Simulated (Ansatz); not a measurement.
**Coordination and O-17 quadrupole coupling in Ba₂SrTi₃O₉**

Cell: a computed structure from the Materials Project (it need not be an observed phase), atoms as given.

Space group Cmm2 (No. 35); a = 5.6444, b = 16.9095, c = 4.0980 Å.

```csv
site,Wyckoff,site symmetry,x,y,z
Ba,4e,m..,0.5000,0.8330,0.9950
Sr,2a,mm2,0.0000,0.0000,0.0048
Ti4,4e,m..,0.5000,0.3353,0.5137
Ti6,2b,mm2,0.5000,0.0000,0.5143
O7,4e,m..,0.5000,0.3374,0.9645
O9,2b,mm2,0.5000,0.0000,0.9644
O10,8f,1,0.2470,0.9183,0.4730
O11,4c,..2,0.7500,0.7500,0.4781
```

One atom of each set is listed; the run and its k-mesh use a cell of 15 atoms with edges of 8.91, 8.91, 4.10 Å.

All values are calculated (Ansatz; DFT, PBE, plane waves and PAW, scalar-relativistic, 420 eV cutoff, Γ-centred 4×4×5 k-points, Fermi–Dirac smearing 0.02 eV), not measured.

Q(O-17) = -25.58 mb.

(1) Rank these O sites by |C_Q|, smallest first.
A. O7: 2 Ti at 1.85–2.25 Å, angle 178°; also 1 Sr at 2.75 Å, 3 Ba at 2.83–2.88 Å
B. O11: 2 Ti at 2.02 Å, angle 172°; also 4 Ba at 2.81–2.91 Å
C. O9: 2 Ti at 1.84–2.25 Å, angle 180°; also 2 Ba at 2.83 Å, 2 Sr at 2.83 Å
D. O10: 2 Ti at 1.98–1.99 Å, angle 170°; also 2 Sr at 2.75–2.93 Å, 2 Ba at 2.82–2.95 Å

Results:

(1) C (0.833 MHz, η = 0.47), A (0.981 MHz, η = 0.23), D (1.52 MHz, η = 0.12), B (1.75 MHz, η = 0.33).

At O9, O7, O10 and O11 V_zz points along the line of its two bonds (within 4°) in each case.
